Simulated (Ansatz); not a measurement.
Relaxed LiNbO₂ (space group P6_3/mmc):

```
LiNbO2
1.0
    2.87039     0.00000     0.00000
   -1.43520     2.48583     0.00000
    0.00000     0.00000    10.22534
Li Nb O
2 2 4
Direct
  0.00000   0.00000   0.00000
  0.00000   0.00000   0.50000
  0.33333   0.66667   0.75000
  0.66667   0.33333   0.25000
  0.33333   0.66667   0.12224
  0.66667   0.33333   0.87776
  0.66667   0.33333   0.62224
  0.33333   0.66667   0.37776
```

The atoms are displaced by Q × the pattern below (from a DFPT mode at Γ, largest move 1; Q in Å), at fixed cell.

```csv
atom,x,y,z
Li1,0.000,0.000,1.000
Li2,0.000,0.000,-1.000
O5,0.000,0.000,-0.657
O6,0.000,0.000,-0.657
O7,0.000,0.000,0.657
O8,0.000,0.000,0.657
```

Atoms not listed stay in place.

These are LDA (plane waves to 420 eV, PAW, scalar-relativistic; Ansatz, a program for electronic structure) values and carry that method's errors. k mesh 13×13×4 (Γ-centred), Fermi-Dirac smearing 0.05 eV. Energies are smeared free energies. As the smearing reaches across the gap at some points, energies and forces of such displacements shift with the k mesh and the smearing. LiNbO2 is run without spin polarisation and with no Hubbard U. LiNbO2 was relaxed with its symmetry unable to fall. ΔE is measured from the undisplaced structure.

| Q (Å) | ΔE (eV/cell) |
|---|---|
| -0.280 | 1.919 |
| -0.187 | 0.955 |
| -0.093 | 0.294 |
| 0.000 | 0.000 |
| 0.093 | 0.294 |
| 0.187 | 0.955 |
| 0.280 | 1.919 |

Task: Which DFPT wavenumber at Γ belongs to this mode?
A) 690 cm⁻¹
B) 425 cm⁻¹
C) 224 cm⁻¹
D) 74 cm⁻¹

Result: A, 690 cm⁻¹. The curvature of the scan gives 707 cm⁻¹

(For displaced atoms, the force is minus the slope of the energy, and its curvature is a force constant, which sets phonon frequencies.)
